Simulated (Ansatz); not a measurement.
Relaxed-ion elastic tensor of Si2W (fluorite or antifluorite type, Fm-3m) in GPa (Voigt order), plane-wave PAW r²SCAN (Ansatz code); density 7.95 g/cm³, 16.71 Å³ per atom.

```
98.9   170   170   0.0   0.0   0.0
 170  98.9   170   0.0   0.0   0.0
 170   170  98.9   0.0   0.0   0.0
 0.0   0.0   0.0  -101   0.0   0.0
 0.0   0.0   0.0   0.0  -101   0.0
 0.0   0.0   0.0   0.0   0.0  -101
```

Is the crystal mechanically stable?

No: the smallest eigenvalue of C is -101 GPa.

The cell is a constructed one: a structure type filled with these elements; neither database checked (COD, Materials Project) lists it. It is not the phase usual at ambient conditions (space group No. 139). The r²SCAN relaxation kept the symmetry of its start. At this level the phase is mechanically unstable. No spin polarisation was allowed. As this level gives no gap, shear constants depend on the k-mesh and smearing (Fermi–Dirac, 0.1 eV here). Scalar-relativistic: spin–orbit coupling is off unless named, which matters more the heavier the elements.

Potentials: the later of the program's two PAW sets.
